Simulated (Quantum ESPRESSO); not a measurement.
## Calculated data, Si6BN (made-up cell)

All values are calculated (Quantum ESPRESSO 7.5). Calculation on a made-up crystal cell, not a measurement: periodic Kohn-Sham density functional theory in plane waves with PseudoDojo standard norm-conserving scalar-relativistic pseudopotentials, each functional with its own files (v0.5 for PBE, v0.4.1 for LDA and PBEsol), no spin polarisation, no spin-orbit coupling, atoms not relaxed, stress positive in tension, energies less a fixed whole-eV offset for each atom's element; levels are Kohn-Sham levels at fractions of this cell's reciprocal vectors, counted from the reference band (half the neutral cell's valence electrons, rounded up) at Gamma; error bars cover cutoff and k-mesh only, not smearing or the files; added strain carries the atoms with the cell, and shear is the tensor component; each bar is the largest change over components, and at least 0.002 eV, 0.002 eV per angstrom or 0.02 GPa; energies are for the whole cell, and the offsets were chosen from early runs and are not element reference energies.

Settings shared by all entries: lattice type zincblende/diamond; functional pbe; cutoff 1143 eV; fermi dirac smearing 0.1 eV; scf tolerance 1e-07 eV; electrons removed 0; k mesh 6 x 6 x 6, shifted by half a step.

```json
{"entry": 1, "formula": "Si6BN", "kind": "made-up cell", "structure": {"cell_angstrom": [[5.5249, -0.0008, -0.0438], [-0.0008, 5.5001, 0.0509], [-0.0438, 0.0509, 5.5311]], "atoms_fractional": [["Si", 0.01106, -0.00947, -0.00033], ["Si", 0.00422, 0.49811, 0.49774], ["N", 0.50804, 0.0006, 0.51095], ["Si", 0.46944, 0.48911, -0.00194], ["B", 0.24177, 0.24556, 0.24301], ["Si", 0.26734, 0.74241, 0.7381], ["Si", 0.75476, 0.24463, 0.75312], ["Si", 0.74202, 0.74001, 0.25124]]}, "given": {"atom_site": [1, 2, 3, 4, 5, 6, 7, 8], "atom_energy_offset [eV]": [-115, -115, -283, -115, -79, -115, -115, -115]}, "results": {"free_energy_less_offsets [eV]": 4.311, "smearing_term_minus_ts [eV]": -0.04105, "scf_iterations": 11, "pressure [GPa]": -13.98, "stress_xx [GPa]": 14.07, "stress_yy [GPa]": 13.88, "stress_zz [GPa]": 14.0, "stress_yz [GPa]": 3.926, "stress_xz [GPa]": -3.467, "stress_xy [GPa]": 2.91, "force_site": [1, 2, 3, 4, 5, 6, 7, 8], "force_x [eV/angstrom]": [0.7463, 0.8004, 0.09173, 0.7657, -0.5761, 0.03913, -1.19, -0.6774], "force_y [eV/angstrom]": [0.6702, -1.241, -0.5323, -1.554, 0.4117, 2.04, -0.7148, 0.9199], "force_z [eV/angstrom]": [1.067, -1.004, 0.1712, 1.654, -0.4325, -1.138, -0.6686, 0.3495], "fermi_level [eV]": -0.05992, "reference_band": 16, "level_k_point": ["Gamma", "(1/2,1/2,1/2)", "(0.15,0,0)", "(0,0.15,0)", "(0,0,0.15)"], "next_band_up [eV]": [0.06532, -0.3401, 0.03147, 0.05565, 0.05763], "error_bar_energy [eV]": 0.005172, "error_bar_stress [GPa]": 0.02457, "error_bar_force [eV/angstrom]": 0.005873, "error_bar_next_band_up [eV]": 0.002, "error_bar_fermi_level [eV]": 0.01184, "error_bars_from": "tighter rerun of a related cell"}}
{"entry": 2, "formula": "Si6BN", "kind": "made-up cell", "structure": {"cell_angstrom": [[5.5249, -0.0008, -0.0438], [-0.0008, 5.5001, 0.0509], [-0.0438, 0.0509, 5.5311]], "atoms_fractional": [["Si", 0.01106, -0.00947, -0.00033], ["Si", 0.00422, 0.49811, 0.49774], ["N", 0.50804, 0.0006, 0.51095], ["Si", 0.48586, 0.48911, -0.00181], ["B", 0.24177, 0.24556, 0.24301], ["Si", 0.26734, 0.74241, 0.7381], ["Si", 0.75476, 0.24463, 0.75312], ["Si", 0.74202, 0.74001, 0.25124]]}, "given": {"atom_site": [1, 2, 3, 4, 5, 6, 7, 8], "atom_energy_offset [eV]": [-115, -115, -283, -115, -79, -115, -115, -115]}, "results": {"free_energy_less_offsets [eV]": 4.284, "smearing_term_minus_ts [eV]": -0.04332, "scf_iterations": 11, "pressure [GPa]": -14.01, "stress_xx [GPa]": 13.93, "stress_yy [GPa]": 13.98, "stress_zz [GPa]": 14.1, "stress_yz [GPa]": 3.345, "stress_xz [GPa]": -3.3, "stress_xy [GPa]": 2.734, "force_site": [1, 2, 3, 4, 5, 6, 7, 8], "force_x [eV/angstrom]": [0.7893, 0.84, 0.02543, -0.1698, -0.4151, 0.3168, -0.9547, -0.4319], "force_y [eV/angstrom]": [0.6775, -1.241, -0.5214, -1.316, 0.4387, 1.752, -0.848, 1.059], "force_z [eV/angstrom]": [1.065, -1.013, 0.1633, 1.372, -0.4548, -0.8341, -0.7961, 0.4983], "fermi_level [eV]": -0.04062, "reference_band": 16, "level_k_point": ["Gamma", "(1/2,1/2,1/2)", "(0.15,0,0)", "(0,0.15,0)", "(0,0,0.15)"], "next_band_up [eV]": [0.03966, -0.3088, 0.04273, 0.02622, 0.03268], "error_bar_energy [eV]": 0.005172, "error_bar_stress [GPa]": 0.02457, "error_bar_force [eV/angstrom]": 0.005873, "error_bar_next_band_up [eV]": 0.002, "error_bar_fermi_level [eV]": 0.01184, "error_bars_from": "tighter rerun of a related cell"}}
{"entry": 3, "formula": "Si6BN", "kind": "made-up cell", "structure": {"cell_angstrom": [[5.5249, -0.0008, -0.0438], [-0.0008, 5.5001, 0.0509], [-0.0438, 0.0509, 5.5311]], "atoms_fractional": [["Si", 0.01106, -0.00947, -0.00033], ["Si", 0.00422, 0.49811, 0.49774], ["N", 0.50804, 0.0006, 0.51095], ["Si", 0.49136, 0.48912, -0.00177], ["B", 0.24177, 0.24556, 0.24301], ["Si", 0.26734, 0.74241, 0.7381], ["Si", 0.75476, 0.24463, 0.75312], ["Si", 0.74202, 0.74001, 0.25124]]}, "given": {"atom_site": [1, 2, 3, 4, 5, 6, 7, 8], "atom_energy_offset [eV]": [-115, -115, -283, -115, -79, -115, -115, -115]}, "results": {"free_energy_less_offsets [eV]": 4.294, "smearing_term_minus_ts [eV]": -0.04405, "scf_iterations": 11, "pressure [GPa]": -13.98, "stress_xx [GPa]": 13.9, "stress_yy [GPa]": 13.96, "stress_zz [GPa]": 14.09, "stress_yz [GPa]": 3.145, "stress_xz [GPa]": -3.236, "stress_xy [GPa]": 2.672, "force_site": [1, 2, 3, 4, 5, 6, 7, 8], "force_x [eV/angstrom]": [0.8044, 0.8539, 0.003438, -0.4882, -0.3673, 0.4089, -0.8699, -0.3451], "force_y [eV/angstrom]": [0.6804, -1.241, -0.5175, -1.241, 0.4419, 1.665, -0.9014, 1.114], "force_z [eV/angstrom]": [1.064, -1.017, 0.1608, 1.281, -0.4556, -0.7426, -0.8476, 0.5572], "fermi_level [eV]": -0.05179, "reference_band": 16, "level_k_point": ["Gamma", "(1/2,1/2,1/2)", "(0.15,0,0)", "(0,0.15,0)", "(0,0,0.15)"], "next_band_up [eV]": [0.01571, -0.2996, 0.02714, 0.003292, 0.01287], "error_bar_energy [eV]": 0.005172, "error_bar_stress [GPa]": 0.02457, "error_bar_force [eV/angstrom]": 0.005873, "error_bar_next_band_up [eV]": 0.002, "error_bar_fermi_level [eV]": 0.01184, "error_bars_from": "tighter rerun of a related cell"}}
{"entry": 4, "formula": "Si6BN", "kind": "made-up cell", "structure": {"cell_angstrom": [[5.5249, -0.0008, -0.0438], [-0.0008, 5.5001, 0.0509], [-0.0438, 0.0509, 5.5311]], "atoms_fractional": [["Si", 0.01106, -0.00947, -0.00033], ["Si", 0.00422, 0.49811, 0.49774], ["N", 0.50804, 0.0006, 0.51095], ["Si", 0.49545, 0.48912, -0.00173], ["B", 0.24177, 0.24556, 0.24301], ["Si", 0.26734, 0.74241, 0.7381], ["Si", 0.75476, 0.24463, 0.75312], ["Si", 0.74202, 0.74001, 0.25124]]}, "given": {"atom_site": [1, 2, 3, 4, 5, 6, 7, 8], "atom_energy_offset [eV]": [-115, -115, -283, -115, -79, -115, -115, -115]}, "results": {"free_energy_less_offsets [eV]": 4.308, "smearing_term_minus_ts [eV]": -0.04453, "scf_iterations": 11, "pressure [GPa]": -13.96, "stress_xx [GPa]": 13.88, "stress_yy [GPa]": 13.93, "stress_zz [GPa]": 14.06, "stress_yz [GPa]": 2.994, "stress_xz [GPa]": -3.186, "stress_xy [GPa]": 2.626, "force_site": [1, 2, 3, 4, 5, 6, 7, 8], "force_x [eV/angstrom]": [0.8158, 0.8644, -0.01288, -0.7252, -0.334, 0.4765, -0.8052, -0.2795], "force_y [eV/angstrom]": [0.6826, -1.242, -0.5146, -1.186, 0.4423, 1.603, -0.944, 1.158], "force_z [eV/angstrom]": [1.062, -1.02, 0.159, 1.216, -0.454, -0.6779, -0.8889, 0.604], "fermi_level [eV]": -0.05552, "reference_band": 16, "level_k_point": ["Gamma", "(1/2,1/2,1/2)", "(0.15,0,0)", "(0,0.15,0)", "(0,0,0.15)"], "next_band_up [eV]": [0.01134, -0.2858, 0.01953, -0.006504, 0.005651], "error_bar_energy [eV]": 0.005172, "error_bar_stress [GPa]": 0.02457, "error_bar_force [eV/angstrom]": 0.005873, "error_bar_next_band_up [eV]": 0.002, "error_bar_fermi_level [eV]": 0.01184, "error_bars_from": "tighter rerun of a related cell"}}
```
